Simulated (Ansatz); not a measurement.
The start is a relaxed CdTe cell with every coordinate shifted by Gaussian noise of σ = 0.2 Å. Cell shape, volume and atoms are optimised at zero target pressure with PBEsol (plane waves to 420 eV, PAW, scalar-relativistic; Ansatz, a quantum-chemistry and plane-wave program). The first steps use a coarse 6×6×6 k-mesh.

The start:
```
CELL_PARAMETERS angstrom
      0.00000     3.24447     3.24447
      3.24447     0.00000     3.24447
      3.24447     3.24447     0.00000
ATOMIC_POSITIONS crystal
  Te 0.71394 0.76596 0.75619
  Cd 0.95654 0.98243 0.00095
```

```yaml
energy_released: 0.04 eV/atom
relative_to_the_parent: It relaxes back to the parent, F-43m (No. 216)
band_gap_at_the_end: 0.65 eV, direct at Γ (no spin-orbit coupling)
optimiser_moves: 3
```

It ends as:

Space group F-43m (No. 216); a = b = c = 6.490 Å, α = β = γ = 90.00°

```json
[
 {"atom": "Te", "site": "4b", "symmetry": "-43m", "x": "0.5000", "y": "0.5000", "z": "0.5000"},
 {"atom": "Cd", "site": "4d", "symmetry": "-43m", "x": "0.7500", "y": "0.7500", "z": "0.7500"}
]
```
(The calculation used a cell of 2 atoms; values per cell refer to that cell.)

Final values are on a 9×9×9 k-mesh of the relaxed cell. No spin polarisation in the result. Without spin-orbit coupling the bands of the heavy element are not split, so the gap can be far off.
